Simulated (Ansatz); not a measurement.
input.yaml

```yaml
crystal:
  lattice:
    - [4.000911024, 0.0, 0.0]
    - [0.0, 4.000911024, 0.0]
    - [0.0, 0.0, 6.0552731151]
  atoms:
    - { symbol: Cu, position: [0.0, 0.0, 0.0] }
    - { symbol: Cu, position: [0.5, 0.5, 0.0] }
    - { symbol: Cu, position: [0.5, 0.0, 0.2655239277] }
    - { symbol: Cu, position: [0.0, 0.5, 0.7344760723] }
    - { symbol: Sb, position: [0.5, 0.0, 0.7020995918] }
    - { symbol: Sb, position: [0.0, 0.5, 0.2979004082] }
basis:
  ecutwfc: 500
kpoints:
  mp_grid: { grid: [10, 10, 6] }
  band_path:
    path:
      - [[0.0, 0.0, 0.0], [0.0, 0.5, 0.0], [0.5, 0.5, 0.0], [0.0, 0.0, 0.0], [0.0, 0.0, 0.5], [0.0, 0.5, 0.5], [0.5, 0.5, 0.5], [0.0, 0.0, 0.5]]
      - [[0.0, 0.5, 0.0], [0.0, 0.5, 0.5]]
      - [[0.5, 0.5, 0.0], [0.5, 0.5, 0.5]]
    npoints: 14
hamiltonian:
  xc: r2scan
scf:
  occupations: { method: gaussian, width: 0.1 }
  n_extra_bands: 15
output:
  forces: true
  stress: true
  eigenvalues: true
  populations: true
  dos: { projected: true, de: 0.02, nscf_kmesh: { grid: [15, 15, 9] } }
  bader: true
```

Command:
```bash
ansatz run input.yaml --threads 1 --pin off --max-ram 2560MiB --backend cpu --events-out ev --progress --plain --runs-dir out
```

All numbers below come from DFT r2SCAN, scalar-relativistic, plane waves, PAW (Ansatz).

Part of what the program printed, abridged:

```
scf.n_extra_bands = 15 over 53 filled bands (N_el = 106.0): the run solves 68 bands
Pseudopotentials: kind: paw
Pseudopotential: Cu, paw, valence charge 19, recommended cutoff 500 eV (meta_gga)
Pseudopotential: Sb, paw, valence charge 15, recommended cutoff 500 eV (meta_gga)
Functional definition: r2SCAN
Crystal: 6 atoms, lattice volume = 96.929 Å³
Basis set: ecut = 500 eV, 2471 PW (Γ), exchange–correlation on 120×120×180 points (64 copies of the dense FFT grid, shifted against one another)
Bands: 68, of which v1, the nominal top of the filled ones, is band 53 counted from 1 (52 counted from 0)
Symmetry: 16 space group operations
Space group: P4/nmm (ITA 129), of the structure as read, at distance tolerance 4.6e-5 Å
k-points: 84 of 600
Initial density: superposition of atomic densities (neutral atoms: chi_scale 0, normalization atom), corrected by the library's trained network
Initial wavefunctions: pseudopotential atomic-orbital guess
Functional: x = r2scan, c = r2scan; τ floored in thin density (d = 2e-4 eV/Å³)
SCF iter   1: F=—  HF=-39523.109987 eV  |F-HF|=—  |Δ(HF+E_count)|=         —  Δρ=3.32e-2  dr2=6.45e-1  dr2_τ=4.39e-3  ethr=1.77e-3  ⟨swp⟩=5.3  Hψ=21250  notcnv=0  defer=273
SCF iter   2: F=—  HF=-39523.085457 eV  |F-HF|=—  |Δ(HF+E_count)|=   2.45e-2  Δρ=1.36e-2  dr2=7.75e-2  dr2_τ=5.24e-3  ethr=6.08e-4  ⟨swp⟩=2.0  Hψ=9185  notcnv=0  defer=675
SCF iter   3: F=—  HF=-39523.035132 eV  |F-HF|=—  |Δ(HF+E_count)|=   5.03e-2  Δρ=7.31e-3  dr2=3.92e-2  dr2_τ=2.59e-4  ethr=7.31e-5  ⟨swp⟩=2.0  Hψ=10014  notcnv=0  defer=675
SCF iter   4: F=—  HF=-39523.027070 eV  |F-HF|=—  |Δ(HF+E_count)|=   8.06e-3  Δρ=1.05e-3  dr2=1.07e-3  dr2_τ=2.83e-5  ethr=3.70e-5  ⟨swp⟩=1.1  Hψ=6641  notcnv=0  defer=669
SCF iter   5: F=—  HF=-39523.028143 eV  |F-HF|=—  |Δ(HF+E_count)|=   1.07e-3  Δρ=6.39e-4  dr2=3.20e-4  dr2_τ=5.63e-6  ethr=1.01e-6  ⟨swp⟩=2.0  Hψ=9329  notcnv=0  defer=669
SCF iter   6: F=—  HF=-39523.028249 eV  |F-HF|=—  |Δ(HF+E_count)|=   1.06e-4  Δρ=6.95e-4  dr2=3.94e-4  dr2_τ=2.57e-6  ethr=3.02e-7  ⟨swp⟩=2.0  Hψ=9533  notcnv=0  defer=669
SCF iter   7: F=—  HF=-39523.028200 eV  |F-HF|=—  |Δ(HF+E_count)|=   4.83e-5  Δρ=1.97e-4  dr2=5.98e-5  dr2_τ=3.19e-7  ethr=3.02e-7  ⟨swp⟩=2.0  Hψ=6634  notcnv=0  defer=669
SCF iter   8: F=—  HF=-39523.028202 eV  |F-HF|=—  |Δ(HF+E_count)|=   1.20e-6  Δρ=6.60e-5  dr2=6.12e-6  dr2_τ=6.25e-8  ethr=5.64e-8  ⟨swp⟩=2.0  Hψ=7199  notcnv=0  defer=669
SCF iter   9: F=—  HF=-39523.028201 eV  |F-HF|=—  |Δ(HF+E_count)|=   2.70e-7  Δρ=1.79e-5  dr2=9.23e-7  dr2_τ=4.56e-9  ethr=5.78e-9  ⟨swp⟩=2.1  Hψ=6396  notcnv=0  defer=669
SCF iter  10: F=—  HF=-39523.028201 eV  |F-HF|=—  |Δ(HF+E_count)|=   1.79e-8  Δρ=1.02e-5  dr2=1.55e-7  dr2_τ=7.78e-10  ethr=8.71e-10  ⟨swp⟩=2.0  Hψ=7085  notcnv=0  defer=669
SCF iter  11: F=-39523.028201 eV  HF=-39523.028201 eV  |F-HF|=8.42e-8  |Δ(HF+E_count)|=   1.38e-8  Δρ=9.34e-6  dr2=6.25e-8  dr2_τ=4.71e-10  ethr=9.43e-11  ⟨swp⟩=10.4  Hψ=26745  notcnv=0
SCF 1 converged in 11 iterations: F = -39523.028201 eV  dr2 = 6.25e-8
SCF converged after 11 iterations
Free energy (F): -39523.028201 eV
Harris-Foulkes:  -39523.028201 eV  (|F-HF|=8.42e-8)
Internal energy: -39523.020276 eV  (E = F + TS)
E sigma→0 (E₀):  -39523.024239 eV
Entropy (-TS):   -0.007925 eV (-1.321 meV/atom)
Fermi energy:    14.854795 eV
--- Per-component energies (eV) ---
  E_band       = -1922.987194
  E_kinetic    = 1614.211834
  E_local      = -22274.130999  (includes V_loc(G=0)·N_el)
  E_nonlocal   = 2324.631119
  E_hartree    = 10036.575143
  E_xc         = -588.983166
  E_vxc        = -702.666784  (∫ρ·V_xc dr)
  E_paw        = -15932.371646  (= ΣΔE_a)
  E_vpaw       = -3007.466982  (= ΣTr[D̂ρ^β])
  E_aug_tail   = 0.000570  (compensation charges beyond the density's cutoff)
  E_vtau       = 49.328015  (kinetic-family band-sum trace: ∫τ·v_τ [+ j·A + Jᵃ·Aᵃ] dr)
  E_ewald      = -14702.760772
  E_core_change = -0.192358  (= ΣΔE_core)
  E_smearing   = -0.007925  (= −TS)
--- Forces (eV/Å), atoms counted from 1 ---
  atom   1  Cu     0.00000000     0.00000000     0.00000000
  atom   2  Cu     0.00000000     0.00000000     0.00000000
  atom   3  Cu     0.00000000     0.00000000    -0.00095796
  atom   4  Cu     0.00000000     0.00000000     0.00095796
  atom   5  Sb     0.00000000     0.00000000     0.00093914
  atom   6  Sb     0.00000000     0.00000000    -0.00093914
--- Stress (GPa, compression-positive) ---
       -0.004878       0.000000       0.000000
        0.000000      -0.004878       0.000000
        0.000000       0.000000       0.009689
  P = ⅓ Tr σ =  0.0000 GPa ( 0.000 kbar)
--- Band table (eV; the first three rows and the last of 84) ---
  k-point 0: bands = ["-102.2073", "-102.2052", "-101.8113", "-101.8112", "-58.0828", "-58.0791", "-58.0192", "-58.0192", "-58.0032", "-58.0032", "-57.6535", "-57.6535", "-57.6531", "-57.6531", "-57.6376", "-57.6367", "-15.1707", "-15.1639", "-15.1624", "-15.1532", "-15.1429", "-15.1429", "-15.1388", "-15.1288", "-15.1252", "-15.1252", "1.9973", "4.5288", "7.9243", "9.9807", "10.2173", "10.2173", "10.4216", "10.5561", "10.6919", "11.0970", "11.0970", "11.3232", "11.6945", "11.6945", "11.7003", "11.8524", "11.9115", "11.9814", "12.0780", "12.0780", "12.1684", "12.2289", "12.2377", "12.2933", "12.2933", "13.8599", "16.2028", "16.2028", "17.0055", "17.6309", "18.0798", "19.8524", "19.8524", "20 ...
  k-point 1: bands = ["-102.2073", "-102.2052", "-101.8113", "-101.8112", "-58.0828", "-58.0791", "-58.0192", "-58.0192", "-58.0032", "-58.0032", "-57.6535", "-57.6535", "-57.6531", "-57.6531", "-57.6376", "-57.6367", "-15.1704", "-15.1638", "-15.1627", "-15.1533", "-15.1426", "-15.1426", "-15.1388", "-15.1287", "-15.1254", "-15.1254", "2.1068", "4.2284", "8.1831", "9.9370", "10.2102", "10.2102", "10.4235", "10.5772", "10.8108", "11.1224", "11.1224", "11.2988", "11.6377", "11.6377", "11.6853", "11.8050", "11.8501", "11.8501", "11.9245", "11.9763", "12.1751", "12.2377", "12.3102", "12.6865", "12.6865", "13.7945", "15.8614", "15.8614", "16.6683", "18.1348", "18.3447", "19.8907", "19.8964", "20 ...
  k-point 2: bands = ["-102.2073", "-102.2052", "-101.8113", "-101.8112", "-58.0828", "-58.0791", "-58.0192", "-58.0192", "-58.0032", "-58.0032", "-57.6535", "-57.6535", "-57.6531", "-57.6531", "-57.6375", "-57.6368", "-15.1698", "-15.1635", "-15.1633", "-15.1536", "-15.1420", "-15.1420", "-15.1386", "-15.1285", "-15.1260", "-15.1260", "2.4279", "3.5957", "8.7037", "9.6832", "10.1963", "10.1963", "10.4273", "10.6245", "11.1357", "11.1740", "11.1740", "11.2451", "11.5360", "11.5360", "11.6593", "11.6815", "11.6871", "11.6871", "11.9465", "11.9675", "12.1871", "12.2377", "12.6581", "13.2733", "13.2733", "13.6094", "15.1582", "15.1582", "16.5088", "18.0074", "18.2927", "19.3096", "19.6096", "21 ...
  k-point 83: bands = ["-102.2062", "-102.2062", "-101.8113", "-101.8113", "-58.0815", "-58.0815", "-58.0209", "-58.0209", "-58.0014", "-58.0014", "-57.6541", "-57.6541", "-57.6531", "-57.6531", "-57.6364", "-57.6364", "-15.1666", "-15.1666", "-15.1467", "-15.1467", "-15.1463", "-15.1463", "-15.1281", "-15.1281", "-15.1254", "-15.1254", "4.8863", "4.8863", "8.7379", "8.7379", "9.7079", "9.7079", "9.8942", "9.8942", "10.6865", "10.6865", "10.9042", "10.9042", "11.1870", "11.1870", "11.2424", "11.2424", "11.9870", "11.9870", "11.9949", "11.9949", "12.1768", "12.1768", "12.2164", "12.2164", "12.2454", "12.2454", "12.7736", "12.7736", "18.3522", "18.3522", "19.2150", "19.2150", "20.0976", "20.09 ...
--- Löwdin populations: 6 sites ---
  site symbol q [e]
     0     Cu     18.5274
     1     Cu     18.5274
     2     Cu     18.5651
     3     Cu     18.5651
     4     Sb     15.5501
     5     Sb     15.5501
  spilling = 0.006745 (of n_electrons = 106.000000)
--- Bader charges: 6 sites ---
  site symbol charge [e]  shift [e]
     0     Cu     -0.0073     0.0017
     1     Cu     -0.0073     0.0017
     2     Cu      0.0321     0.0012
     3     Cu      0.0321     0.0012
     4     Sb     -0.0248     0.0029
     5     Sb     -0.0248     0.0029
  estimated error of the sums over rays = 6.3e-4 e
```

The calculation finished and met its thresholds.

It took 4.6 min on 1 thread of Arm Neoverse V1 (shared host), peak memory 1.2 GiB.

Spin-orbit coupling is left out, which matters for the bands of heavy elements.